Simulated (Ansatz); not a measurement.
What settings do to one calculation: I started on a P site in chalcopyrite ZnGeP2, 16 atoms, charge +1

Ansatz (PAW, plane waves), atoms fixed. The base input:

```yaml
crystal:
  lattice:
    - [5.424133, -0.000044, -0.000015]
    - [-0.000044, 5.424133, -0.000015]
    - [-0.000030, -0.000030, 10.708528]
  atoms:
    - { symbol: Zn, position: [0.008004, 0.994818, 0.005645] }
    - { symbol: Zn, position: [0.976929, 0.501501, 0.237910] }
    - { symbol: Zn, position: [0.493068, 0.992667, 0.743180], spin: 0.2 }
    - { symbol: Zn, position: [0.504490, 0.521098, 0.511643], spin: 0.2 }
    - { symbol: Ge, position: [0.013132, 0.991247, 0.496031], spin: 0.2 }
    - { symbol: Ge, position: [0.503498, 0.981588, 0.258435] }
    - { symbol: Ge, position: [0.486780, 0.511162, 0.006601] }
    - { symbol: Ge, position: [0.980528, 0.460310, 0.750600], spin: 0.2 }
    - { symbol: P, position: [0.239856, 0.253482, 0.108345] }
    - { symbol: P, position: [0.753914, 0.733539, 0.124260] }
    - { symbol: P, position: [0.756594, 0.256945, 0.385833] }
    - { symbol: P, position: [0.267637, 0.739926, 0.384871] }
    - { symbol: P, position: [0.247310, 0.730208, 0.857052] }
    - { symbol: P, position: [0.728828, 0.754141, 0.653349] }
    - { symbol: P, position: [0.763786, 0.272382, 0.877579] }
    - { symbol: I, position: [0.250815, 0.247977, 0.635060], spin: 0.2 }
  symmetry: { detect: false }
kpoints:
  mp_grid: { grid: [1, 1, 1], shift: [0.25, 0.25, 0.25] }
hamiltonian:
  xc: pbesol
total_charge: 1
magnetization:
  spin_polarized: true
scf:
  occupations: { method: fermi_dirac, width: 0.01 }
output:
  forces: true
  eigenvalues: true
  populations: true
  charged_corrections: { epsilon: 11 }
```

Command:

```sh
ansatz run in.yaml --threads 2 --pin off --max-ram 30400MiB --runs-dir r --events-out ev --progress --plain
```

It converged in 17 iterations and 10 s of wall time on 2 threads of an EPYC 7R13 processor, on a host shared with other runs; peak host memory 0.82 GiB; largest force component 6.23 eV/Å. The cutoff was the default, 420 eV. The base isn't a converged reference: it has few k points, and its atoms are unrelaxed. Each run below changes the keys shown and caps the iterations.

| run | changed | ending | iterations | free energy less the base (meV per atom) | rms change of forces (eV/Å) | change of pressure (GPa) | wall time (s, shared host) |
| --- | --- | --- | --- | --- | --- | --- | --- |
| 1 | initial_magnetization 2, max_iter 60, total_charge 0 | converged | 23 | other zero | 0.455 | – | 11 CPU |
| 2 | xc revpbe, max_iter 50 | converged | 16 | other zero | 0.148 | – | 8.7 CPU |
| 3 | xc_grid 3 (2 is the default), mixing algorithm msr1, max_iter 90 | converged | 17 | 0.0 | 0.000 | – | 12 CPU |
| 4 | ecutrho_ratio 8, n_extra_bands 1, max_iter 70 | converged | 17 | 0.0 | 0.000 | – | 11 CPU |
| 5 | max_iter 2, ecutrho_ratio 2, dispersion rvv10 | refused | – | – | – | – | – |
| 6 | ecutrho_ratio 3, xc revpbe, n_extra_bands 1, max_iter 80 | converged | 17 | other zero | 0.148 | – | 8.1 CPU |

«Other zero»: another functional, charge or dispersion term moves the zero of energy, so the difference says nothing of accuracy.

Q: Which changes leave the result alone, and which of the same physical model moves the forces most?

A: The forces move by under 0.002 eV/Å in runs 3, 4. Among the runs with the same functional, charge and dispersion term, none moves them by over 0.01 eV/Å.

Q: Why did some runs give no result?

A: - run 5: inconsistent input (hamiltonian.dispersion, hamiltonian.xc): `dispersion: rvv10` has no transferable b for PBE exchange — Sabatini et al. (2013) fitted b=6.3 to rPW86, and the PBE refits of Peng & Perdew (2017) are task-dependent (b=6.6 S22 / b=10.0 layered). …
